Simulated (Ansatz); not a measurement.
Data:

FeSb₂:
Space group Pnnm (No. 58); a = 5.7739 Å, b = 6.4312 Å, c = 3.1164 Å, α = β = γ = 90.00°

| atom | site | symmetry | x | y | z |
|---|---|---|---|---|---|
| Fe | 2a | ..2/m | 0.0000 | 0.0000 | 0.0000 |
| Sb | 4g | ..m | 0.1907 | 0.3535 | 0.0000 |

This is the PBEsol-relaxed structure.

All from PBEsol (plane waves, PAW; program Ansatz), unless another level is named. Give the highest zone-centre frequency.

289 cm⁻¹.

And the bulk modulus (Birch–Murnaghan fit)?

118 GPa.

The first step of the workflow began from a Materials Project structure, measured or hypothetical; the Crystallography Open Database files this formula in space group No. 58, but the cells were not matched. Whether it is the stable phase at ambient conditions was not checked. Symmetry was held in the PBEsol relaxation; of distortions, only those at the zone centre were tested. The workflow began spin-polarised and lost its moments. As this level gives no gap, phonon frequencies hold no LO–TO term and depend on the k-mesh and smearing (Fermi–Dirac, 0.1 eV here). Scalar-relativistic: spin–orbit coupling is off unless named, which matters more the heavier the elements.

Potentials: the later of the program's two PAW sets.
